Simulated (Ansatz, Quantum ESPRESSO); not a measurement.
This is a calculation of HfIn4SiO6 for Quantum ESPRESSO 7.5. Atoms were shifted at random by some hundredths of an Å from the given cell, which wasn't relaxed again for these runs. The cell comes from a database or a generator and needn't be the stable form of this composition.

pw.in

```
&CONTROL
  calculation = 'scf'
  prefix = 'pwscf'
  outdir = './tmp'
  pseudo_dir = './pseudo'
  tprnfor = .true.
  tstress = .true.
  disk_io = 'nowf'
/
&SYSTEM
  ibrav = 0
  nat = 12
  ntyp = 4
  ecutwfc = 60
  ecutrho = 440
  nbnd = 67
  occupations = 'smearing'
  smearing = 'fd'
  degauss = 0.00367493
/
&ELECTRONS
  conv_thr = 2.4d-09
  electron_maxstep = 120
  mixing_beta = 0.5
/
ATOMIC_SPECIES
Hf   178.4900 Hf-sp.oncvpsp.upf
In   114.8180 In.pbe-dn-rrkjus_psl.0.2.2.UPF
Si    28.0850 Si.pbe-n-rrkjus_psl.1.0.0.UPF
O     15.9990 O.pbe-n-kjpaw_psl.0.1.UPF
CELL_PARAMETERS angstrom
   5.2774300000    0.0000000000    0.0000000000
  -2.6387200000    4.5703900000    0.0000000000
   0.0000000000    0.0000000000   10.5590500000
ATOMIC_POSITIONS crystal
Hf     0.6626810000    0.3220670000    0.0055200000
In     0.0059900000    0.0197390000    0.3039400000
In    -0.0020110000    0.0013240000    0.6926680000
In     0.3339860000    0.6683900000    0.7908520000
In     0.3302460000    0.6691570000    0.2091440000
Si    -0.0074980000    0.0012190000    0.0015020000
O      0.9712830000    0.7077070000    0.8942160000
O      0.2971370000    0.0377370000    0.1006910000
O      0.3028430000    0.2722640000    0.8951280000
O      0.7302800000    0.6961260000    0.0979010000
O      0.7271890000    0.0317880000    0.9041470000
O      0.9730100000    0.2708400000    0.1011100000
K_POINTS automatic
6 6 3 0 0 0
```

Potentials or basis: SSSP 1.3 efficiency PBE.

Command:

```bash
$ OMP_NUM_THREADS=1 mpirun -n 4 pw.x -nk 2 -in pw.in > pw.out
```

Problem. Translate it to Ansatz 0.2.0. Potentials or basis there: Ansatz PAW, cutoff 420 eV.

Solution. As run (cutoffs and basis follow the program's own potentials, and thresholds, step limits or extra output files can differ):

The input input.yaml:

```yaml
crystal:
  lattice:
    - [5.27743, 0.0, 0.0]
    - [-2.63872, 4.57039, 0.0]
    - [0.0, 0.0, 10.55905]
  atoms:
    - { symbol: Hf, position: [0.662681, 0.322067, 0.00552] }
    - { symbol: In, position: [0.00599, 0.019739, 0.30394] }
    - { symbol: In, position: [-0.002011, 0.001324, 0.692668] }
    - { symbol: In, position: [0.333986, 0.66839, 0.790852] }
    - { symbol: In, position: [0.330246, 0.669157, 0.209144] }
    - { symbol: Si, position: [-0.007498, 0.001219, 0.001502] }
    - { symbol: O, position: [0.971283, 0.707707, 0.894216] }
    - { symbol: O, position: [0.297137, 0.037737, 0.100691] }
    - { symbol: O, position: [0.302843, 0.272264, 0.895128] }
    - { symbol: O, position: [0.73028, 0.696126, 0.097901] }
    - { symbol: O, position: [0.727189, 0.031788, 0.904147] }
    - { symbol: O, position: [0.97301, 0.27084, 0.10111] }
hamiltonian:
  xc: pbe
  pseudopotentials: { kind: paw }
kpoints:
  mp_grid: { grid: [6, 6, 3] }
scf:
  occupations: { method: fermi_dirac, width: 0.05 }
output:
  forces: true
  stress: true
  eigenvalues: true
```

Potentials or basis: Ansatz PAW.

Command:

```console
$ ansatz run input.yaml --threads 8 --pin off --max-ram 20480MiB --backend cpu --events-out ev --progress --plain --runs-dir out
```

Both were run:

|  | Quantum ESPRESSO | Ansatz |
| --- | --- | --- |
| Pressure | 0.1 GPa | 0.4 GPa |
| Largest force | 2.165 eV/Å | 2.202 eV/Å |
| Energy over the undisturbed cell | 18.6 meV/atom | 19.5 meV/atom |

Ansatz's pressure holds a Pulay term of +0.32 GPa for its cutoff of 420 eV, which the other run lacks.

The potentials hold 104 and 118 valence electrons a cell.

Where Ansatz's input types no cutoff or centring, it takes its own default and a Γ-centred mesh.

Pressure is positive in compression.
